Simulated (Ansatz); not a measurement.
Given:

Relaxed C (diamond):

```xyz
4
Lattice="0.0000 3.5603 3.5603 1.7801 0.0000 1.7801 1.7801 1.7801 0.0000" Properties=species:S:1:pos:R:3 pbc="T T T"
C      1.7801     1.7801     1.7801
C      1.7801     3.5603     3.5603
C      2.6702     2.6702     2.6702
C      2.6702     4.4504     4.4504
```

In this cell atom 3 (C, nearest neighbour C at 1.542 Å; its periodic images, 2.5 Å or more away, move with it) is moved by s along Cartesian x, unit vector (1.000, 0.000, 0.000); all other atoms and the cell stay fixed.

The numbers are results of r2SCAN (plane waves to 500 eV, PAW, scalar-relativistic; Ansatz, an electronic-structure program), not measurements. k mesh 13×13×13 (Γ-centred), Fermi-Dirac smearing 0.05 eV. E stands for the smeared free energy. C was relaxed with its symmetry unable to fall. The zero of ΔE is the undisplaced structure.

The scan covers s from -0.310 to 0.310 Å in 11 points.

**Question.** Is this a single well or a double well?

**Answer.** A single well with its minimum at or next to zero displacement.

**Question.** What is the force constant k = d²E/ds² of this move at s = 0?

**Answer.** 42.8 eV/Å².

(For displaced atoms, the force is minus the slope of the energy, and its curvature is a force constant, which sets phonon frequencies.)
